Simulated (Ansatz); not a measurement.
CdS in space group P6_3mc (No. 186; Cd on 2a, Cd on 2b, S on 2a, S on 2b), the program Ansatz at the PBEsol level (PAW). The conduction-band minimum lies at Γ, with 1 equivalent valley. Second derivatives d²E/dk² of the lowest band at one valley (eV·Å²), along Cartesian directions:

```json
[
 {"direction": "[100]", "d²E/dk²": "65.08"},
 {"direction": "[010]", "d²E/dk²": "65.08"},
 {"direction": "[001]", "d²E/dk²": "67.21"},
 {"direction": "[110]", "d²E/dk²": "65.08"},
 {"direction": "[101]", "d²E/dk²": "66.17"},
 {"direction": "[011]", "d²E/dk²": "66.17"}
]
```

Problem. Find the principal effective masses, the density-of-states mass and the conductivity mass.

Solution. Off-diagonal terms follow from H_xy = H[110] − (H_xx + H_yy)/2, and m*/mₑ = 7.620 eV·Å² over each eigenvalue: 0.11, 0.12, 0.12. One valley's DOS mass (m₁m₂m₃)^(1/3) = 0.12, conductivity mass 3/(Σ 1/mᵢ) = 0.12 mₑ.

Problem. What effective density of states Nc follows at 300 K for parabolic valleys?

Solution. Nc = 2.509e19 × 1 × (0.12)^(3/2) ≈ 1.0e18 cm⁻³.

The cell is a constructed one: a structure type filled with these elements. Its sites differ from those of the usual phase in this space group: another stacking or structure type. The cell was relaxed with PBEsol under the symmetry of its start; whether a distortion lowers the energy is not shown. Spin–orbit coupling is left out wherever it is not named.

Potentials: the later of the program's two PAW sets.

Edges and masses are those of Kohn–Sham bands, whose gap is no quasiparticle gap.
